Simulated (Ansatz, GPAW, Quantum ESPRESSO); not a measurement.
BiTe: programs and potentials compared

```
Bi Te
1.0
     0.00000    3.23500    3.23500
     3.23500    0.00000    3.23500
     3.23500    3.23500    0.00000
Bi Te
1 1
Direct
  0.00000 0.00000 0.00000
  0.50000 0.50000 0.50000
```

Alike in all runs: task band structure; functional LDA; k mesh 7 × 7 × 7; occupations fermi-dirac, width 0.05 eV; no spin polarisation; no spin-orbit coupling. LDA stands for any of its common fits. Pressure is positive in compression and, in plane waves, holds the error of the finite cutoff.

| program and potentials | plane-wave cutoff (eV) | notes | pressure (GPa) |
| --- | --- | --- | --- |
| Quantum ESPRESSO, PseudoDojo 0.4.1 SR LDA standard | 1088 | 15.5 valence electrons an atom on average | ? |
| Ansatz, all-electron LAPW, scalar-relativistic | - | - | -2.64 |
| GPAW, the program's PAW data sets (release 1.2.1) made for this functional | 600 | 10.5 valence electrons an atom on average | -2.89 |

Q: Estimate from the other rows what the run with Quantum ESPRESSO, PseudoDojo 0.4.1 SR LDA standard gave.

A: Pressure -2.63 GPa. The other rows, which needn't bracket it: pressure -2.89 to -2.64.
